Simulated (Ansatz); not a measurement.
Mg (hcp (Mg type), P6_3/mmc), a = 3.151 Å, b = 3.151 Å, c = 5.048 Å, α = 90.00°, β = 90.00°, γ = 120.00°.

Relaxed with plane-wave PAW PBE+D3(BJ) (Ansatz code). Indices refer to the conventional cell of P6_3/mmc, a = b = 3.1510 Å, c = 5.0480 Å, α = β = 90.00°, γ = 120.00°.

Task: Simulate the powder diffraction pattern (neutron, λ = 1.5401 Å; lines above 1 %) up to 2θ = 90°.

Result: Simulated powder pattern, neutron, λ = 1.5401 Å (kinematic, ideal powder, no thermal factors, coherent scattering alone; the 30 strongest lines at most, above 1 %, up to 2θ = 90°):

| 2θ (°) | d (Å) | I/Imax (%) | hkl |
|---|---|---|---|
| 32.78 | 2.729 | 21 | (1 0 -1 0) |
| 35.53 | 2.524 | 24 | (0002) |
| 37.42 | 2.401 | 100 | (1 0 -1 1) |
| 49.11 | 1.853 | 21 | (1 0 -1 2) |
| 58.52 | 1.576 | 31 | (1 1 -2 0) |
| 65.05 | 1.432 | 40 | (1 0 -1 3) |
| 68.72 | 1.364 | 6.2 | (2 0 -2 0) |
| 70.36 | 1.337 | 48 | (1 1 -2 2) |
| 71.55 | 1.317 | 35 | (2 0 -2 1) |
| 75.21 | 1.262 | 7.3 | (0004) |
| 79.82 | 1.200 | 10 | (2 0 -2 2) |
| 84.49 | 1.145 | 9.7 | (1 0 -1 4) |

Symmetry was held in the PBE+D3(BJ) relaxation. The pairwise dispersion correction was not fitted to metals. Axis ratios of metals converge slowly with the k-mesh, so a and c are less sure than the volume.

Potentials: the later of the program's two PAW sets.
